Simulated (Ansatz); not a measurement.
**Cold compression of NaAg (rocksalt type)**

```xyz
2
Lattice="0.0000 2.8823 2.8823 2.8823 0.0000 2.8823 2.8823 2.8823 0.0000" Properties=species:S:1:pos:R:3 pbc="T T T"
Na    0.0000    0.0000    0.0000
Ag    2.8823    2.8823    2.8823
```

The cell comes from a relaxation on PAW files under the same functional, begun from a prototype that needn't be the stable phase.

Its volume is scaled at fixed shape and fractional positions.

All numbers are LDA results (scalar-relativistic) from Ansatz 0.2.0, with a Γ-centred 12×12×12 k mesh, Fermi–Dirac smearing of 0.05 eV, no spin polarisation. Methods: LAPW: all electrons, basis error target 0.5 meV/atom; PAW: frozen-core files, cutoff 420 eV.

Energies are extrapolated to zero smearing and count from the unscaled cell; pressure is positive in compression; gaps take the mesh and a band path. No temperature or zero-point motion is included.

The PAW files were made under PBE.

```csv
V/V0,V (Å³/atom),P LAPW (GPa),ΔE LAPW (eV/atom),P PAW − LAPW (GPa),ΔE PAW − LAPW (meV/atom)
1.00,23.94,0.01,0.000,0.00,0.0
0.80,19.16,7.78,0.094,-0.01,-0.1
0.70,16.76,?,0.273,-0.03,-0.4
```

Q: Fill in "P LAPW (GPa)" for the row "0.70".

A: 17.22.

Q: From the table, what is the rise of the enthalpy H = E + pV up to the last row, and how stiff is the crystal between the last two rows?

A: ΔH = 0.273 eV + (17.22 GPa × 16.76 Å³ − 0.01 GPa × 23.94 Å³) × 0.006242 eV/(GPa·Å³) = 2.07 eV/atom, of which pV makes 87 %. The mean bulk modulus there is −ΔP/Δln V = 70.7 GPa.

Q: How do the Löwdin populations by LAPW change from the unscaled cell to the last row?

A: Na 3s 0.68 → 0.80, Ag 5s 1.31 → 1.18 electrons an atom. These are projections on the shells that the free atoms fill; 0.08 e a cell lies outside them at the start and 0.12 e at the end.
